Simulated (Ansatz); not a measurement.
# Stability checks on a candidate for MgZn₅O₆

The cell was found from a structure generator's guess, not taken from experiment.

Computed with DFT PBE, scalar-relativistic, plane waves, PAW in Ansatz 0.2.0. Cutoff 420 eV, Γ-centred 8×8×2 mesh (12-atom cell), Gaussian smearing of 0.02 eV, no spin polarisation.

```cif
data_structure
_symmetry_space_group_name_H-M 'P-4m2'
_symmetry_Int_Tables_number 115
_cell_length_a 3.2709
_cell_length_b 3.2709
_cell_length_c 13.7852
_cell_angle_alpha 90.000
_cell_angle_beta 90.000
_cell_angle_gamma 90.000
_cell_volume 147.48
loop_
_atom_site_label
_atom_site_type_symbol
_atom_site_symmetry_multiplicity
_atom_site_Wyckoff_symbol
_atom_site_fract_x
_atom_site_fract_y
_atom_site_fract_z
_atom_site_occupancy
Mg1 Mg 1 d 0.00000 0.00000 0.50000 1
Zn1 Zn 2 e 0.00000 0.00000 0.83290 1
Zn2 Zn 1 b 0.50000 0.50000 0.00000 1
Zn3 Zn 2 f 0.50000 0.50000 0.33431 1
O1 O 2 g 0.50000 0.00000 0.08355 1
O2 O 2 g 0.00000 0.50000 0.25062 1
O3 O 2 g 0.50000 0.00000 0.41839 1
```

Energies over the elements count from the elements' standard structures at the same level (O₂ as a molecule), with no fitted energy shifts.

**Question.** These tests were run: energy against the elements; phonons on a 2×2×1 q mesh; elastic tensor. What do they show?

**Answer.**

```tsv
test	result
energy against the elements	−1.616 eV/atom
phonons on a 2×2×1 q mesh	no imaginary mode on the mesh
elastic tensor	least eigenvalue 21 GPa
```

It fails none of these tests. Whether a mixture of other phases lies lower isn't tested here.

The run for the phonons used an 8×8×2 k mesh. The run for the elastic tensor used an 8×8×2 k mesh.
